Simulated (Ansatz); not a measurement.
input.yaml

```yaml
crystal:
  lattice:
    - [4.0990008097, 0.0, 0.0]
    - [-2.0495004048, 3.5498388313, 0.0]
    - [0.0, 0.0, 6.572]
  atoms:
    - { symbol: Mn, position: [0.3333333333, 0.6666666667, 0.36944], spin: 4.0 }
    - { symbol: Mn, position: [0.6666666667, 0.3333333333, 0.63056], spin: 4.0 }
    - { symbol: Zn, position: [0.0, 0.0, 0.0] }
    - { symbol: As, position: [0.3333333333, 0.6666666667, 0.76793] }
    - { symbol: As, position: [0.6666666667, 0.3333333333, 0.23207] }
basis:
  ecutwfc: 420
kpoints:
  mp_grid: { grid: [6, 6, 4] }
hamiltonian:
  xc: pbe
scf:
  occupations: { method: gaussian, width: 0.1 }
  lower_state_search: "off"
output:
  forces: true
  stress: true
  eigenvalues: true
  populations: true
magnetization:
  spin_polarized: true
```

Run as
```bash
ansatz run input.yaml --threads 1 --pin off --max-ram 2560MiB --backend cpu --events-out ev --progress --plain --runs-dir out
```

Level of theory: Ansatz 0.2.0, DFT PBE, scalar-relativistic, plane waves, PAW.

Part of what the program printed, abridged (final results; tables in files aren't shown):

```
SCF 1 converged in 15 iterations: F = -20828.253531 eV  dr2 = 4.84e-8
SCF converged after 15 iterations
Magnetization: 7.3101 μB (39.6551 up, 32.3449 down)
Absolute magnetization: 7.7694 μB (∫|ρ↑−ρ↓|, with the PAW one-centre terms)
Spin contamination: 0.2878 ħ² per cell (⟨S²⟩ above its minimum at these occupations)
Per-site moments (μB) at R_I (Å): [(3.43095118, 1.04482614), (3.43095118, 1.04482614), (0.04540910, 1.16137086), (-0.07559720, 1.04482614), (-0.07559720, 1.04482614)]
Free energy (F): -20828.253531 eV
Harris-Foulkes:  -20828.253531 eV  (|F-HF|=1.20e-8)
Internal energy: -20828.218799 eV  (E = F + TS)
E sigma→0 (E₀):  -20828.236165 eV
Entropy (-TS):   -0.034732 eV (-6.946 meV/atom)
Fermi energy:    10.717449 eV
--- Per-component energies (eV) ---
  E_band       = -1008.751691
  E_kinetic    = 938.670261
  E_local      = -9547.633626  (includes V_loc(G=0)·N_el)
  E_nonlocal   = -228.738332
  E_hartree    = 4435.304807
  E_xc         = -517.618602
  E_vxc        = -494.295962  (∫ρ·V_xc dr)
  E_paw        = -8109.078473  (= ΣΔE_a)
  E_vpaw       = -547.362177  (= ΣTr[D̂ρ^β])
  E_aug_tail   = -0.000356  (compensation charges beyond the density's cutoff)
  E_ewald      = -7799.124478
  E_smearing   = -0.034732  (= −TS)
--- Forces (eV/Å), atoms counted from 1 ---
  atom   1  Mn     0.00000000     0.00000000     0.32015924
  atom   2  Mn     0.00000000     0.00000000    -0.32015924
  atom   3  Zn     0.00000000     0.00000000     0.00000000
  atom   4  As     0.00000000     0.00000000    -0.54473379
  atom   5  As     0.00000000     0.00000000     0.54473379
--- Stress (GPa, compression-positive) ---
       -3.074478       0.000000       0.000000
        0.000000      -3.074478       0.000000
        0.000000       0.000000      -4.576338
  P = ⅓ Tr σ = -3.5751 GPa (-35.751 kbar)
--- Band table (eV; the first three rows and the last of 48) ---
  k-point 0 ↑: bands = ["-70.3300", "-70.3211", "-39.1395", "-39.1395", "-39.1112", "-39.1112", "-39.0151", "-38.9857", "-24.8128", "-24.8123", "-24.8121", "-24.8121", "-24.8119", "-24.8119", "-24.8019", "-24.8019", "-24.8010", "-24.8010", "-1.6435", "-0.2982", "3.3540", "3.3590", "3.3590", "3.4718", "3.4718", "4.9240", "6.8877", "6.8877", "7.1951", "7.2272", "7.2272", "8.1277", "8.1277", "8.7261", "8.8461", "8.8461", "11.1112", "11.4783", "11.4783", "11.8172", "11.8172", "11.8172", "13.1287", "15.2938", "15.2938", "16.2038", "16.8814", "16.8814"]
  k-point 1 ↑: bands = ["-70.3300", "-70.3211", "-39.1395", "-39.1395", "-39.1112", "-39.1112", "-39.0150", "-38.9857", "-24.8129", "-24.8123", "-24.8121", "-24.8121", "-24.8120", "-24.8120", "-24.8019", "-24.8019", "-24.8010", "-24.8010", "-1.5006", "-0.5403", "3.3578", "3.3578", "3.3801", "3.4720", "3.4720", "5.1758", "6.8981", "6.8981", "7.1911", "7.1911", "7.1985", "8.1518", "8.1518", "8.7017", "8.8603", "8.8603", "10.3773", "11.5051", "11.5051", "11.8913", "11.8913", "12.5768", "13.0177", "14.7496", "14.7496", "16.0634", "16.6434", "17.0132"]
  k-point 2 ↑: bands = ["-70.3300", "-70.3211", "-39.1395", "-39.1395", "-39.1112", "-39.1112", "-39.0150", "-38.9857", "-24.8129", "-24.8123", "-24.8120", "-24.8120", "-24.8120", "-24.8120", "-24.8019", "-24.8019", "-24.8010", "-24.8010", "-1.2231", "-0.9095", "3.3567", "3.3567", "3.4000", "3.4722", "3.4722", "5.4624", "6.9119", "6.9119", "7.1525", "7.1525", "7.1653", "8.1764", "8.1764", "8.6737", "8.8729", "8.8729", "10.0011", "11.5238", "11.5238", "11.9945", "11.9945", "12.7594", "13.0481", "14.3263", "14.3263", "16.1425", "16.3058", "16.9512"]
  k-point 23 ↓: bands = ["-66.5540", "-66.5540", "-35.4234", "-35.4234", "-35.3935", "-35.3611", "-35.3611", "-35.3492", "-24.8249", "-24.8249", "-24.8249", "-24.8242", "-24.8211", "-24.8211", "-24.8157", "-24.8153", "-24.8153", "-24.8150", "-0.1451", "-0.1451", "3.4470", "3.4470", "3.5133", "3.5297", "3.5297", "5.3264", "6.1437", "6.1437", "6.9242", "9.1598", "9.1598", "10.2284", "10.8585", "11.0352", "11.0352", "11.0860", "12.1263", "12.1263", "12.3064", "12.8258", "12.8258", "14.4544", "15.0599", "15.0599", "16.0871", "18.3938", "18.3938", "18.4190"]
--- Löwdin populations: 5 sites ---
  site symbol q [e]    m [muB]
     0     Mn     14.3101     3.7152
     1     Mn     14.3101     3.7152
     2     Zn     10.9186     0.0578
     3     As     15.9543    -0.1129
     4     As     15.9543    -0.1129
  spilling = 0.007675 (of n_electrons = 72.000000)
```

Self-consistency was reached.

The run took 21 s on 1 thread of Arm Neoverse V1 (shared host), peak memory 0.48 GiB.

The k mesh is coarse. Only parallel moments were tried here.